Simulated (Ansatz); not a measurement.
input.yaml (Ansatz)

```yaml
crystal:
  lattice:
    - [0.0, 3.9600461529, 3.9600461529]
    - [3.9600461529, 0.0, 3.9600461529]
    - [3.9600461529, 3.9600461529, 0.0]
  atoms:
    - { symbol: Na, position: [0.125, 0.125, 0.125] }
    - { symbol: Na, position: [0.875, 0.875, 0.875] }
hamiltonian:
  xc: blyp
  pseudopotentials:
    kind: paw
    azcp:
      Na: "pseudopotentials/Na.paw.azcp"
basis:
  ecutwfc: 420
  fft_grid_basis: typed
kpoints:
  mp_grid: { grid: [11, 11, 11], shift: [0, 0, 0] }
magnetization:
  spin_polarized: false
scf:
  occupations: { method: fermi_dirac, width: 0.1 }
output:
  write_density: true
  write_potential: true
  elf: true
  volumetric_format: npy
```

and its output:

```
Engine: ansatz 0.2.0, x86_64-unknown-linux-gnu
Pseudopotentials: kind: paw
Pseudopotential: Na, paw, valence charge 9, recommended cutoff 420 eV (normal) 
Functional definition: BLYP
  parameter beta = 0.0042
  parameter a = 0.04918
  parameter b = 0.132
  parameter c = 0.2533
  parameter d = 0.349
  exchange = b88_x(beta = beta)
  correlation = lyp_c(a = a, b = b, c = c, d = d)
Crystal: 2 atoms, lattice volume = 124.203 Å³
Basis set: ecut = 420 eV, 2421 PW (Γ), exchange–correlation on 80×80×80 points (8 copies of the dense FFT grid, shifted against one another)
Bands: 13, of which v1, the nominal top of the filled ones, is band 9 counted from 1 (8 counted from 0)
Symmetry: 48 space group operations
Space group: Fd-3m (ITA 227), of the structure as read, at distance tolerance 5.0e-5 Å
k-points: 56 of 1331
Non-local potential: Na, projectors of the file, l = 0: 3, l = 1: 2, l = 2: 1
PAW form: soft (Blöchl's): semilocal exchange-correlation on the pseudo side does not see the compensation charge
PAW frozen core: Na, regenerated for the run's functional, and the local potential with it (the file was generated under x = pbe(κ = 0.804, μ = 0.2195149727645171), c = pbe(β = 0.06672455060314922))
PAW one-centre angular grid: Na, 110 points (default); XC on 96 Gauss nodes
Initial density: superposition of atomic densities (neutral atoms: chi_scale 0, normalization atom), corrected by the library's trained network
Initial wavefunctions: pseudopotential atomic-orbital guess
Functional: x = b88, c = lyp
SCF iter   1: F=—  HF=-2978.295842 eV  |F-HF|=—  |Δ(HF+E_count)|=         —  Δρ=2.50e-3  dr2=3.22e-2  ethr=1.77e-3  ⟨swp⟩=4.2  Hψ=3640  notcnv=0
SCF iter   2: F=—  HF=-2978.296766 eV  |F-HF|=—  |Δ(HF+E_count)|=   9.25e-4  Δρ=2.05e-3  dr2=2.25e-2  ethr=1.79e-4  ⟨swp⟩=1.0  Hψ=1176  notcnv=0
SCF iter   3: F=—  HF=-2978.299105 eV  |F-HF|=—  |Δ(HF+E_count)|=   2.34e-3  Δρ=1.22e-3  dr2=8.34e-3  ethr=1.25e-4  ⟨swp⟩=1.0  Hψ=728  notcnv=0
SCF iter   4: F=—  HF=-2978.300982 eV  |F-HF|=—  |Δ(HF+E_count)|=   1.88e-3  Δρ=5.16e-4  dr2=2.98e-4  ethr=4.63e-5  ⟨swp⟩=2.0  Hψ=896  notcnv=0
SCF iter   5: F=—  HF=-2978.302336 eV  |F-HF|=—  |Δ(HF+E_count)|=   1.35e-3  Δρ=2.35e-4  dr2=4.20e-5  ethr=1.66e-6  ⟨swp⟩=2.0  Hψ=1152  notcnv=0
SCF iter   6: F=—  HF=-2978.302432 eV  |F-HF|=—  |Δ(HF+E_count)|=   9.56e-5  Δρ=5.33e-5  dr2=4.98e-6  ethr=2.33e-7  ⟨swp⟩=2.0  Hψ=1262  notcnv=0
SCF iter   7: F=—  HF=-2978.302470 eV  |F-HF|=—  |Δ(HF+E_count)|=   3.75e-5  Δρ=9.56e-6  dr2=1.81e-7  ethr=2.77e-8  ⟨swp⟩=3.0  Hψ=1301  notcnv=0
SCF iter   8: F=-2978.302472 eV  HF=-2978.302472 eV  |F-HF|=8.41e-8  |Δ(HF+E_count)|=   2.16e-6  Δρ=1.76e-6  dr2=4.60e-9  ethr=5.56e-10  ⟨swp⟩=4.9  Hψ=2442  notcnv=0
SCF 1 converged in 8 iterations: F = -2978.302472 eV  dr2 = 4.60e-9
SCF converged after 8 iterations
Free energy (F): -2978.302472 eV
Harris-Foulkes:  -2978.302472 eV  (|F-HF|=8.41e-8)
Internal energy: -2978.272207 eV  (E = F + TS)
E sigma→0 (E₀):  -2978.287339 eV
Entropy (-TS):   -0.030265 eV (-15.132 meV/atom)
Fermi energy:    0.375891 eV
--- Per-component energies (eV) ---
  E_band       = -516.658732
  E_kinetic    = 239.500366
  E_local      = -3279.172581  (includes V_loc(G=0)·N_el)
  E_nonlocal   = 226.656268
  E_hartree    = 1236.494574
  E_xc         = -74.953827
  E_vxc        = -96.289401  (∫ρ·V_xc dr)
  E_paw        = -533.502311  (= ΣΔE_a)
  E_vpaw       = -80.342828  (= ΣTr[D̂ρ^β])
  E_aug_tail   = -0.000039  (compensation charges beyond the density's cutoff)
  E_ewald      = -793.299662
  E_core_change = 0.005006  (= ΣΔE_core)
  E_smearing   = -0.030265  (= −TS)
  E_closure    = -0.000000  (closes the sum)
  Σ components = -2978.302472   (vs F -2978.302472, Δ=0.00e0)
--- Band table (eV; the first three rows and the last of 56) ---
  k-point 0: bands = ["-53.1443", "-53.1402", "-25.2507", "-25.2507", "-25.2507", "-25.2278", "-25.2278", "-25.2278", "-1.9208", "4.5158", "4.5158", "4.5158", "4.9624"]
  k-point 1: bands = ["-53.1442", "-53.1402", "-25.2509", "-25.2509", "-25.2506", "-25.2279", "-25.2276", "-25.2276", "-1.8625", "3.7936", "4.3348", "4.3348", "5.1646"]
  k-point 2: bands = ["-53.1441", "-53.1404", "-25.2513", "-25.2513", "-25.2503", "-25.2282", "-25.2271", "-25.2271", "-1.6887", "2.8203", "4.1040", "4.1040", "5.0698"]
  k-point 55: bands = ["-53.1424", "-53.1420", "-25.2553", "-25.2548", "-25.2409", "-25.2378", "-25.2238", "-25.2233", "0.3610", "0.7172", "1.5111", "1.9716", "5.1497"]
```
